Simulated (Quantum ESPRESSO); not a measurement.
Space group Cmcm (No. 63); a = c = 4.090 Å, b = 11.796 Å, α = β = γ = 90.00°

```json
[
 {"atom": "S", "site": "4c", "symmetry": "m2m", "x": "0.0000", "y": "0.6539", "z": "0.2500"},
 {"atom": "Sn", "site": "4c", "symmetry": "m2m", "x": "0.0000", "y": "0.1282", "z": "0.7500"}
]
```
(The calculation used a cell of 4 atoms; values per cell refer to that cell.)

The geometry is that of Materials Project entry mp-559676, symmetrised and not relaxed again.

Problem. What does PBEsol (Quantum ESPRESSO, PseudoDojo norm-conserving, 72 Ry, no spin-orbit coupling) give for the electronic structure near the Fermi level?

Solution. The PBEsol gap is indirect, 0.28 eV, from X to Y; the smallest direct gap is 0.67 eV. Spin-orbit splittings are left out.

This is not the ordinary phase of the substance.

Letters of k points follow the standard setting of the lattice, whose axes may be ordered differently from the printed cell.
